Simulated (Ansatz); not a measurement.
Crystals of one structure type (zinc blende) and one family of elements, relaxed and computed with r²SCAN (plane waves, PAW; program Ansatz); HSE06 gaps on those cells.

| crystal | gap (eV) | HSE06 gap (eV) |
|---|---|---|
| InAs | 0.08 | 0.36 |
| GaSb | 0.42 | 0.77 |
| GaAs | 0.96 | 1.36 |
| InP | 1.03 | 1.36 |
| BP | 1.41 | ? |
| AlN | 3.94 | 4.55 |
| BN | 5.00 | 5.79 |

Problem. Fit a straight line to E_g(HSE06) against E_g and predict the withheld value.

Solution. Least squares on the 6 shown rows: E_g(HSE06) = 1.095 × E_g + (0.279), with a scatter of 0.03. For BP this gives 1.82. The run itself gave 1.96, outside the scatter: the line misses something about this case.

All cells were relaxed under the symmetry of their starts (and spin orders); stability against distortions was not tested throughout. Spin–orbit coupling is left out wherever it is not named.

Potentials: the later of the program's two PAW sets.
